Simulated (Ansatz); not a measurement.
TiO$_{2}$:
```cif
data_O16Ti8
_chemical_formula_sum 'Ti8 O16'
_space_group_name_H-M_alt 'Pbca'
_space_group_IT_number 61
_space_group_name_Hall '-P 2ac 2ab'
_cell_length_a 5.16957
_cell_length_b 9.25901
_cell_length_c 5.50483
_cell_angle_alpha 90.000
_cell_angle_beta 90.000
_cell_angle_gamma 90.000
loop_
_atom_site_label
_atom_site_type_symbol
_atom_site_symmetry_multiplicity
_atom_site_Wyckoff_symbol
_atom_site_fract_x
_atom_site_fract_y
_atom_site_fract_z
_atom_site_occupancy
Ti1 Ti 8 c 0.13775 0.37100 0.40847 1
O1 O 8 c 0.46403 0.27022 0.39173 1
O2 O 8 c 0.31704 0.48980 0.14831 1
```

Relaxed with PBE.

### Question
Which orbitals make up the states near the band edges in plane-wave PAW PBE (Ansatz code)?

### Answer
Top 1 eV of the valence band: O 2p 92 %, Ti 3d 6 %. Bottom 1 eV of the conduction band: Ti 3d 89 %, O 2p 9 %. Projections are on Löwdin-orthogonalised atomic valence shells; empty p or d shells of many metals are not among them.

### Question
Tabulate the density of states.

### Answer
States/eV per cell of 24 atoms, in 0.25 eV bins, energy from the valence-band maximum.

| E (eV) | total | O 2p | Ti 3d | O 2s |
|---|---|---|---|---|
| -4.95 | 0.00 | 0.00 | 0.00 | 0.00 |
| -4.70 | 8.28 | 5.92 | 1.75 | 0.03 |
| -4.45 | 26.85 | 18.96 | 6.27 | 0.12 |
| -4.20 | 24.86 | 17.60 | 6.29 | 0.12 |
| -3.95 | 24.72 | 17.92 | 6.02 | 0.10 |
| -3.70 | 27.91 | 20.31 | 6.83 | 0.11 |
| -3.45 | 20.72 | 15.33 | 4.80 | 0.11 |
| -3.20 | 15.91 | 11.78 | 3.65 | 0.12 |
| -2.95 | 18.17 | 13.75 | 3.81 | 0.19 |
| -2.70 | 17.52 | 13.63 | 3.20 | 0.21 |
| -2.45 | 20.27 | 16.22 | 3.26 | 0.23 |
| -2.20 | 18.86 | 15.27 | 2.93 | 0.21 |
| -1.95 | 17.74 | 14.75 | 2.39 | 0.17 |
| -1.70 | 21.00 | 18.01 | 2.33 | 0.16 |
| -1.45 | 22.30 | 19.51 | 2.18 | 0.13 |
| -1.20 | 21.74 | 18.94 | 2.31 | 0.10 |
| -0.95 | 25.30 | 22.63 | 2.21 | 0.10 |
| -0.70 | 25.24 | 23.25 | 1.60 | 0.09 |
| -0.45 | 17.44 | 16.33 | 0.90 | 0.04 |
| -0.20 | 9.05 | 8.56 | 0.41 | 0.01 |
| 0.05 | 0.12 | 0.12 | 0.00 | 0.00 |
| 0.30 | 0.00 | 0.00 | 0.00 | 0.00 |
| 0.55 | 0.00 | 0.00 | 0.00 | 0.00 |
| 0.80 | 0.00 | 0.00 | 0.00 | 0.00 |
| 1.05 | 0.00 | 0.00 | 0.00 | 0.00 |
| 1.30 | 0.00 | 0.00 | 0.00 | 0.00 |
| 1.55 | 0.00 | 0.00 | 0.00 | 0.00 |
| 1.80 | 0.00 | 0.00 | 0.00 | 0.00 |
| 2.05 | 0.00 | 0.00 | 0.00 | 0.00 |
| 2.30 | 0.04 | 0.00 | 0.03 | 0.00 |
| 2.55 | 3.06 | 0.24 | 2.78 | 0.01 |
| 2.80 | 28.22 | 2.18 | 25.48 | 0.19 |
| 3.05 | 34.33 | 3.01 | 30.65 | 0.23 |
| 3.30 | 28.32 | 3.50 | 24.17 | 0.22 |
| 3.55 | 21.89 | 3.43 | 17.85 | 0.21 |
| 3.80 | 24.53 | 4.62 | 19.22 | 0.19 |
| 4.05 | 25.54 | 5.51 | 19.16 | 0.19 |
| 4.30 | 20.99 | 5.14 | 14.92 | 0.13 |
| 4.55 | 5.09 | 1.31 | 3.47 | 0.03 |
| 4.80 | 0.30 | 0.02 | 0.23 | 0.04 |
| 5.05 | 8.23 | 0.81 | 6.13 | 0.99 |
| 5.30 | 13.29 | 1.72 | 9.67 | 1.42 |
| 5.55 | 12.04 | 2.08 | 8.49 | 1.04 |
| 5.80 | 13.87 | 3.03 | 9.44 | 0.91 |
| 6.05 | 14.91 | 3.65 | 9.96 | 0.80 |
| 6.30 | 17.45 | 4.85 | 11.31 | 0.69 |
| 6.55 | 13.67 | 4.11 | 8.70 | 0.40 |
| 6.80 | 8.69 | 2.78 | 5.46 | 0.17 |

The cell was relaxed with PBE under the symmetry of its start. No spin polarisation was allowed.

Potentials: the earlier of the program's two PAW sets.
